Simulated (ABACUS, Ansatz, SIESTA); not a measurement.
**CsLiCr2Te2S3: programs and potentials compared**

```
CELL_PARAMETERS angstrom
7.05684 0.00000 0.00788
0.00000 3.98060 0.00000
-2.68302 0.00000 8.67869
ATOMIC_POSITIONS crystal
Cs 0.07739 0.00000 0.37706
Li 0.86424 0.50000 0.78883
Cr 0.12646 0.00000 0.94616
Cr 0.59290 0.50000 0.97165
Te 0.50838 0.00000 0.15270
Te 0.55612 0.00000 0.74893
S 0.87426 0.00000 0.68502
S 0.25176 0.50000 0.84402
S 0.96294 0.50000 0.05357
```

The cell comes from a database or a generator and needn't be the stable form of this composition.

Alike in all runs: task single point; functional PBE; k mesh 4 × 7 × 3; occupations fermi-dirac, width 0.05 eV; collinear spin, ferromagnetic start; no spin-orbit coupling. Pressure is positive in compression and, in plane waves, holds the error of the finite cutoff, which Ansatz's Pulay term estimates and takes out.

| program and potentials | plane-wave cutoff (eV) | notes | pressure (GPa) | net moment per atom (μB) | largest force (eV/Å) |
| --- | --- | --- | --- | --- | --- |
| Ansatz, Ansatz PAW | 420 | - | 0.02 | 0.67 | 0.009 |
| ABACUS, PseudoDojo NC SR 0.4.1 PBE standard, plane waves | 1293 | - | 0.24 | 0.67 | 0.059 |
| SIESTA, files PseudoDojo sr-pbe-0.4.1-standard, DZP (energy shift 0.003 Ry; two zetas on semicore shells; d shell added on Cs) | - | atomic basis | 0.80 | 0.67 | 0.418 |

Force on atom 5 (Te), eV/Å:

| program and potentials | x | y | z |
| --- | --- | --- | --- |
| ABACUS, PseudoDojo NC SR 0.4.1 PBE standard, plane waves | -0.001 | 0.000 | 0.059 |
| SIESTA, files PseudoDojo sr-pbe-0.4.1-standard, DZP (energy shift 0.003 Ry; two zetas on semicore shells; d shell added on Cs) | 0.010 | 0.000 | 0.192 |

The pressure spans 0.02 (Ansatz, Ansatz PAW) to 0.80 GPa (SIESTA, files PseudoDojo sr-pbe-0.4.1-standard, DZP (energy shift 0.003 Ry; two zetas on semicore shells; d shell added on Cs)). All agree on the net moment per atom. The state is the one that the start led to, which needn't be the lowest. Rows in atomic bases carry the error of their basis and grid, which can be large.

The functional is the same throughout but for its coding, so the spread measures potentials, basis and numerics; runs on potential files found faulty are left out.
